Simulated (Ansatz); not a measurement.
WS₂ (2H-MoS2 type, space group P6_3/mmc)

```cif
data_S4W2
_chemical_formula_sum 'W2 S4'
_space_group_name_H-M_alt 'P63/mmc'
_space_group_IT_number 194
_space_group_name_Hall '-P 6c 2c'
_cell_length_a 3.17029
_cell_length_b 3.17029
_cell_length_c 12.49303
_cell_angle_alpha 90.000
_cell_angle_beta 90.000
_cell_angle_gamma 120.000
loop_
_atom_site_label
_atom_site_type_symbol
_atom_site_symmetry_multiplicity
_atom_site_Wyckoff_symbol
_atom_site_fract_x
_atom_site_fract_y
_atom_site_fract_z
_atom_site_occupancy
W1 W 2 c 0.33333 0.66667 0.25000 1
S1 S 4 f 0.66667 0.33333 0.12489 1
```

This relaxed cell (volume V₀) is scaled evenly in all directions, its shape held. The atoms relax within the cell's symmetry.

All values below come from r2SCAN+rVV10 (plane waves to 500 eV, PAW, scalar-relativistic; Ansatz, a program for electronic structure). k mesh 12×12×3 (Γ-centred), Fermi-Dirac smearing 0.05 eV. The energy includes the smearing's −TS. Stress and pressure are positive under compression. Spin-orbit coupling is left out, though W is heavy. The PAW data are Ansatz's earlier set. WS2 is run without spin polarisation. WS2 was relaxed with its symmetry unable to fall. ΔE is measured from the relaxed starting cell.

| V (Å³/atom) | ΔE (meV/atom) | P (GPa) |
|---|---|---|
| 17.036 | (withheld) | 5.62 |
| 17.254 | 11.3 | 4.39 |
| 17.471 | 6.2 | 3.19 |
| 17.689 | 2.7 | 2.05 |
| 17.906 | 0.7 | 0.99 |
| 18.124 | 0.0 | 0.00 |
| 18.341 | 0.6 | (withheld) |
| 18.559 | 2.5 | -1.79 |
| 18.776 | 5.5 | -2.60 |
| 18.994 | (withheld) | -3.42 |
| 19.211 | (withheld) | -4.16 |

### Question
Complete the blanks.

### Answer

- 17.036, ΔE (meV/atom): 18.1
- 18.341, P (GPa): -0.93
- 18.994, ΔE (meV/atom): 9.7
- 19.211, ΔE (meV/atom): 14.8

(A scan under strain: stresses follow from slopes of the energy per volume, elastic moduli from its curvatures.)
